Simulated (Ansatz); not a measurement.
HfO2:
```cif
data_HfO2
_chemical_formula_sum 'Hf1 O2'
_space_group_name_H-M_alt 'P 1'
_space_group_IT_number 1
_cell_length_a 3.22967
_cell_length_b 3.22967
_cell_length_c 4.67779
_cell_angle_alpha 90.000
_cell_angle_beta 90.000
_cell_angle_gamma 120.000
loop_
_space_group_symop_operation_xyz
  'x, y, z'
loop_
_atom_site_label
_atom_site_type_symbol
_atom_site_fract_x
_atom_site_fract_y
_atom_site_fract_z
_atom_site_occupancy
Hf1 Hf 0.00000 0.00000 0.00000 1
O1 O 0.33333 0.66667 0.20502 1
O2 O 0.66667 0.33333 0.79498 1
```

Relaxed with r²SCAN+D4. r²SCAN+D4 (plane waves, PAW; program Ansatz) gives a gap of 5.05 eV.

Q: What gap does HSE06 give on the same cell (Ansatz, PAW)?

A: 6.23 eV, 1.18 eV more. The hybrid was solved on a coarser mesh and at special points; its gap is the smallest among all of these.

```tsv
k	v1 r²SCAN+D4	c1 r²SCAN+D4	v1 HSE06	c1 HSE06
Γ	-0.12	5.66	(withheld)	(withheld)
A	-0.38	5.58	(withheld)	(withheld)
K	-0.65	5.05	-0.69	6.23
H	-0.97	5.90	(withheld)	(withheld)
M	-0.86	5.09	-0.90	6.23
L	-0.23	5.53	(withheld)	(withheld)
```

Q: Top valence (v1) and lowest conduction level (c1) in eV from each method's valence maximum (which need not be a listed point): supply the withheld HSE06 values.

A: 
- H, v1 HSE06: -1.02
- H, c1 HSE06: 7.16
- A, v1 HSE06: -0.40
- A, c1 HSE06: 6.77
- L, v1 HSE06: -0.25
- L, c1 HSE06: 6.69
- Γ, v1 HSE06: -0.14
- Γ, c1 HSE06: 6.83

Cost on shared cores: the r²SCAN+D4 run (SCF on a 10×10×6 mesh, then bands and DOS) roughly 70 core-seconds, the HSE06 run (SCF on 7×7×5, then a few points) roughly 5 core-minutes; the tasks are unlike.

Space group P-3m1 (CdI2 type). A made-up cell: these elements were put on the sites of a structure type; neither database checked (COD, Materials Project) lists it. It is not the phase usual at ambient conditions (space group No. 14, 29). The cell was relaxed with r²SCAN+D4 under the symmetry of its start; its stability against distortions is not shown here. The run is not spin-polarised. Spin–orbit coupling is left out wherever it is not named.

Potentials: the earlier of the program's two PAW sets.
